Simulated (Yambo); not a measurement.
Absorption of MgCO3 (space group R-3c, No. 167) with and without the electron-hole interaction (Yambo, LDA bands; 4×4×4 mesh, 16 valence and 8 conduction bands, static screening with 66 bands and a 3 Ry block, scissor 3.41 eV, Tamm-Dancoff; field along x). Axes are Cartesian, with cell vectors (Å) (2.32, 1.34, 4.98), (-2.32, 1.34, 4.98), (0.00, -2.68, 4.98).

```
E (eV)  Im ε, BSE  Im ε, independent quasiparticles
------  ---------  --------------------------------
4.70         0.04                              0.02
4.80         0.04                              0.02
4.90         0.05                              0.02
5.00         0.05                              0.02
5.10         0.05                              0.02
5.20         0.05                              0.02
5.30         0.06                              0.02
5.40         0.06                              0.02
5.50         0.07                              0.03
5.60         0.07                              0.03
5.70         0.08                              0.03
5.80         0.08                              0.03
5.90         0.09                              0.03
6.00         0.10                              0.03
6.10         0.11                              0.03
6.20         0.12                              0.03
6.30         0.13                              0.04
6.40         0.15                              0.04
6.50         0.18                              0.04
6.60         0.23                              0.04
6.70         0.30                              0.04
6.80         0.45                              0.04
6.90         0.73                              0.05
7.00         0.85                              0.05
7.10         0.62                              0.05
7.20         0.47                              0.06
7.30         0.44                              0.06
7.40         0.46                              0.06
7.50         0.53                              0.07
7.60         0.65                              0.07
7.70         0.87                              0.08
7.80         1.21                              0.08
7.90         1.56                              0.09
8.00         2.16                              0.10
8.10         3.30                              0.11
8.20         4.49                              0.12
8.30         6.44                              0.13
8.40         9.47                              0.15
8.50         9.44                              0.17
8.60         8.00                              0.19
8.70         6.61                              0.23
8.80         5.01                              0.28
8.90         4.16                              0.37
9.00         3.78                              0.47
9.10         3.75                              0.60
9.20         3.49                              0.78
9.30         2.75                              1.02
9.40         2.37                              1.32
9.50         2.16                              1.48
9.60         1.90                              1.64
9.70         1.83                              2.06
9.80         2.23                              2.75
9.90         2.98                              3.69
10.00        2.91                              4.97
10.10        2.20                              6.10
10.20        1.84                              6.49
10.30        1.96                              5.74
10.40        2.03                              4.86
10.50        1.81                              4.43
10.60        1.71                              3.97
10.70        1.53                              3.82
10.80        1.38                              4.09
10.90        1.46                              4.34
11.00        1.66                              4.59
11.10        1.64                              4.31
11.20        1.72                              3.72
11.30        1.92                              3.46
11.40        2.01                              3.12
11.50        1.95                              2.41
11.60        1.73                              1.88
```

The scissor comes from a G0W0 run whose convergence isn't established. Broadening 0.15 eV. The band window holds all transitions up to 15.5 eV. Fine structure above the onset can come from the mesh.

Geometry of the Materials Project entry, not relaxed at this level; primitive cell a = b = c = 5.650 Å, α = β = γ = 48.44°.
